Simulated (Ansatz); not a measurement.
Values for one crystal, relaxed and computed with plane-wave PAW PBEsol (Ansatz code); other levels are named.

```yaml
volume_per_atom: 17.03 Å³
band_gap: 1.90 eV (indirect)
Elastic constants (relaxed ions, GPa): C11 = 65.7, C12 = 26.7, C44 = 20.3
Poisson's ratio: 0.28
hill_bulk_and_shear_moduli: 39.7 and 20.0 GPa
Young's modulus: 51.3 GPa
debye_temperature_from_the_elastic_constants: 261 K
```

Problem. Pick the material that matches.
A. NaCl, rock salt
B. Cs2NaMoF6, Fm-3m (Cs on 8c, Na on 4b, Mo on 4a, F on 24e)
C. MgF2, rutile
D. ZnF2, rutile

Solution. B, Cs2NaMoF6, Fm-3m (Cs on 8c, Na on 4b, Mo on 4a, F on 24e)

The first step of the workflow began from a Materials Project structure, measured or hypothetical; the Crystallography Open Database copy checked does not list it. Whether it is the stable phase at ambient conditions was not checked. The cell was relaxed with PBEsol under the symmetry of its start; whether a distortion lowers the energy is not shown. Magnetic state: ferromagnetic, chosen from 3 collinear starts compared on coarse meshes (ties went to the first, and starts can fall back to one state), not a proven ground state. No Hubbard U is applied. Scalar-relativistic: spin–orbit coupling is off unless named, which matters more the heavier the elements.

Potentials: the later of the program's two PAW sets.
